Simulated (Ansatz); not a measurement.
The relaxed structure here is a generated cell of Rh: the first start was made by placing the elements on the sites of a structure type, and the end was not matched to a known phase here, so it may be hypothetical. Known forms of Rh include space group No. 225.

One stationary structure of Rh. Space group I4/mmm (No. 139), AFLOW prototype A_tI2_139_a (A_a). Level of theory: PBEsol (plane waves to 420 eV, PAW, scalar-relativistic; Ansatz, a first-principles code).

```cif
data_Rh2
_chemical_formula_sum 'Rh2'
_space_group_name_H-M_alt 'I4/mmm'
_space_group_IT_number 139
_space_group_name_Hall '-I 4 2'
_cell_length_a 3.23494
_cell_length_b 3.23494
_cell_length_c 2.64582
_cell_angle_alpha 90.000
_cell_angle_beta 90.000
_cell_angle_gamma 90.000
loop_
_atom_site_label
_atom_site_type_symbol
_atom_site_symmetry_multiplicity
_atom_site_Wyckoff_symbol
_atom_site_fract_x
_atom_site_fract_y
_atom_site_fract_z
_atom_site_occupancy
Rh1 Rh 2 b 0.00000 0.00000 0.50000 1
```
(The calculation used a cell of 1 atom; values per cell refer to that cell.)

| Item | Result |
|---|---|
| Volume per atom | 13.84 Å³ |
| Density | 12.34 g/cm³ |
| Band gap | no gap (metallic) |
| Shortest distances | Rh–Rh 2.64 Å |
| k-mesh | 22×22×22 |

No spin polarisation in the result.

The run could not lose the symmetry of its start: the end is stationary, and may be a saddle point rather than a minimum.

It was reached from a disturbed copy of a Pm-3m (No. 221) cell (AFLOW prototype A_cP1_221_a (A_h)), against which it lies -0.65 eV/atom.
